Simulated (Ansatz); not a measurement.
Phonons of SnAs (Fm-3m)

```
CELL_PARAMETERS angstrom
0.00000 2.85788 2.85788
2.85788 0.00000 2.85788
2.85788 2.85788 0.00000
ATOMIC_POSITIONS crystal
Sn 0.00000 0.00000 0.00000
As 0.50000 0.50000 0.50000
```

Conventional cell: a = 5.716 Å, b = 5.716 Å, c = 5.716 Å, α = 90.00°, β = 90.00°, γ = 90.00°. Sn (atom 1) is surrounded by 6 As at 2.86 Å. As (atom 2) is surrounded by 6 Sn at 2.86 Å.

Computed, not measured; unless marked otherwise by PBEsol, all-electron LAPW in Ansatz 0.2.0, scalar-relativistic. k mesh 10×10×10, Fermi-Dirac smearing of 0.100 eV, basis error target 0.5 meV/atom. The cell was relaxed by PAW under this functional.

Atoms are displaced by 0.01 Å in the smallest supercells that hold the wave vectors of a 2×2×2 mesh. Negative values stand for unstable modes.

Question: What are the phonon energies at the solved wave vectors, in cm⁻¹?

Answer: 

```tsv
q	point	modes (cm⁻¹)
0.000 0.000 0.000	Gamma	89.7 (×3)
0.500 0.000 0.000	L	106.1 (×2), 133.7 (×2), 143.7, 151.6
0.500 0.500 0.000	X	42.2 (×2), 59.8, 119.7 (×2), 155.3
```

Question: Is the structure dynamically stable at these wave vectors?

Answer: Yes, no mode is unstable there; wave vectors off this mesh aren't tested.

Question: How do the optical zone-centre modes decompose, and which are active?

Answer: Point group m-3m: Γ_opt = T1u.

```tsv
label	cm⁻¹	activity	mostly
T1u	89.7	IR	As (61 %)
```

In a metal the activity is that of symmetry alone; free carriers screen the infrared modes.

Question: How well do frozen-core PAW files reproduce these all-electron values?

Answer: With a cutoff of 420 eV and displacements of 0.0025 Å, the r.m.s. difference over the modes is 0.1 cm⁻¹; the largest difference is 89.8 (PAW) against 89.7 cm⁻¹ (LAPW).

Question: The cell is scaled evenly to 45.983 and 47.384 Å³ (from 46.683), with free atoms relaxed and the shape held. What are the mode Grüneisen parameters γ = −d ln ω/d ln V?

Answer: For the highest mode, 162.0 cm⁻¹ in the small cell and 148.8 in the large one give γ ≈ 2.83. From the change of the dynamical matrix on each mode:

```csv
point,cm⁻¹,γ
Gamma,89.7,5.55
L,106.1,1.89
L,133.7,2.02
L,143.7,2.08
L,151.6,1.47
X,42.2,0.46
X,59.8,0.68
X,119.7,3.91
X,155.3,2.84
```

Weighted by the modes' heat capacities at 300 K, the mean on this mesh is 2.19; it moves with the q mesh, and a coarse one overweights the zone boundary.

Caveats: responses of metals move with mesh and smearing; the frozen-core PAW files of the compared runs were fitted under PBE, their cores solved anew for this functional.
